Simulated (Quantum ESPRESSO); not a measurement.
```
SnSe2
1.0
    3.84529     0.00000     0.00000
   -1.92265     3.33012     0.00000
    0.00000     0.00000     5.99052
Se Sn
2 1
Cartesian
  1.92265   1.11004   4.40011
  0.00000   2.22008   1.59041
  0.00000   0.00000   0.00000
```

Cell and atoms were relaxed with PBE+D3(BJ) from Materials Project entry mp-665, within its symmetry.

What does PBE (stringent potentials; pw.x of Quantum ESPRESSO, ONCV potentials, without SOC) give for the electronic structure near the Fermi level?

The PBE gap is indirect, 0.42 eV, from 80 % of the way from K to Γ to 40 % of the way from L to M; the smallest direct gap is 0.78 eV. Spin-orbit splittings are left out.
